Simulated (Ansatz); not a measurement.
## From the elastic tensor of PbS to moduli and sound speeds

Computed with DFT LDA, scalar-relativistic, plane waves, PAW in Ansatz 0.2.0. Cutoff 420 eV, 10×10×10 k-points (Γ-centred), Gaussian smearing of 0.01 eV. No spin polarisation.

The structure is cubic, space group Fm-3m (No. 225). Conventional cell: a = 5.846 Å, b = 5.846 Å, c = 5.846 Å, α = 90.00°, β = 90.00°, γ = 90.00°. Pb (site symmetry m-3m) has 6 S at 2.92 Å as nearest neighbours. S (site symmetry m-3m) has 6 Pb at 2.92 Å as nearest neighbours.

Spin–orbit coupling is left out, which can shift energies with elements as heavy as these.

Relaxed-ion constants (GPa, on the Cartesian axes of the calculation):
```
162.7  16.3  16.3   0.0   0.0   0.0
 16.3 162.7  16.3   0.0   0.0   0.0
 16.3  16.3 162.7   0.0   0.0   0.0
  0.0   0.0   0.0  20.6   0.0   0.0
  0.0   0.0   0.0   0.0  20.6   0.0
  0.0   0.0   0.0   0.0   0.0  20.6
```

Density 7.954 g/cm³; 2 atoms in 49.95 Å³.

The values that follow are for a polycrystal of randomly turned grains, by Hill's mean where one number stands. In a crystal this anisotropic the Voigt and Reuss bounds lie far apart, so Hill's mean and the sound speeds and Debye temperature from it are rough.

```
Bulk modulus, Voigt / Reuss / Hill          : 65.1 / 65.1 / 65.1 GPa
Shear modulus, Voigt / Reuss / Hill         : 41.7 / 28.9 / 35.3 GPa
Young's modulus                             : 90 GPa
Poisson ratio                               : 0.270
Pugh ratio B/G                              : 1.85
Universal anisotropy index                  : 2.20
Longitudinal and transverse sound speeds    : 3756 and 2107 m/s
Debye temperature from the mean sound speed : 239 K
```

Cost: 1 run of about 1.3 core-minutes, on Intel Xeon Processor @ 2.50GHz (Skylake/Cascade Lake) (shared hosts).